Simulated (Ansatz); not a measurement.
Ta₂O₅:
```yaml
crystal:
  lattice:
    - [6.40993, 2.43270, 0.00000]
    - [-6.40993, 2.43270, 0.00000]
    - [-1.32028, 0.00000, 5.37223]
  atoms:
    - { symbol: Ta, position: [0.38665, 0.10610, 0.76606] }
    - { symbol: Ta, position: [0.10610, 0.38665, 0.73394] }
    - { symbol: Ta, position: [0.61335, 0.89390, 0.23394] }
    - { symbol: Ta, position: [0.89390, 0.61335, 0.26606] }
    - { symbol: O, position: [0.44456, 0.66505, 0.52483] }
    - { symbol: O, position: [0.66505, 0.44456, 0.97517] }
    - { symbol: O, position: [0.55544, 0.33495, 0.47517] }
    - { symbol: O, position: [0.33495, 0.55544, 0.02483] }
    - { symbol: O, position: [0.72447, 0.13429, 0.87243] }
    - { symbol: O, position: [0.13429, 0.72447, 0.62757] }
    - { symbol: O, position: [0.27553, 0.86571, 0.12757] }
    - { symbol: O, position: [0.86571, 0.27553, 0.37243] }
    - { symbol: O, position: [0.10312, 0.10312, 0.75000] }
    - { symbol: O, position: [0.89688, 0.89688, 0.25000] }
```

Relaxed with r²SCAN. Special points in fractions of this cell's reciprocal vectors: Γ (0.000, 0.000, 0.000); C (0.288, 0.288, 0.000); C2 (-0.288, 0.712, 0.000); Y2 (-0.500, 0.500, 0.000); M2 (-0.500, 0.500, 0.500); D (-0.267, 0.733, 0.500); D2 (0.267, 0.267, 0.500); A (0.000, 0.000, 0.500); L2 (0.000, 0.500, 0.500); V2 (0.000, 0.500, 0.000).

Task: List the band energies nearest the valence-band maximum at these points for plane-wave PAW r²SCAN with spin–orbit coupling (Ansatz code).

Result: In eV from the valence-band maximum; about four levels below and three above (degenerate sets whole), none deeper than 8.9 eV; points with the same levels are listed once.

| k | below | above |
|---|---|---|
| Γ | -0.37 -0.37 0.00 0.00 | 3.93 3.93 4.12 4.12 |
| C | -0.47 -0.47 -0.24 -0.24 | 3.67 3.67 4.15 4.15 |
| Y2 | -0.27 -0.27 -0.05 -0.05 | 3.86 3.86 3.93 3.93 |
| M2 | -0.26 -0.26 -0.26 -0.26 | 3.88 3.88 3.88 3.88 |
| D | -0.48 -0.48 -0.47 -0.47 | 3.99 3.99 4.13 4.13 |
| A | -0.29 -0.29 -0.29 -0.29 | 4.26 4.26 4.26 4.26 |
| L2 | -0.54 -0.54 -0.47 -0.47 | 4.05 4.05 4.27 4.27 |
| V2 | -0.34 -0.34 -0.29 -0.29 | 3.69 3.69 4.26 4.26 |

Space group C2/c. The start of the workflow was typed in or built on a structure type; neither database checked (COD, Materials Project) lists it. COD files the formula under space group No. 49, so this cell is another polymorph or a model. Whether it is the stable phase at ambient conditions was not checked. The cell was relaxed with r²SCAN under the symmetry of its start; whether a distortion lowers the energy is not shown. The run is not spin-polarised.

Potentials: the earlier of the program's two PAW sets.
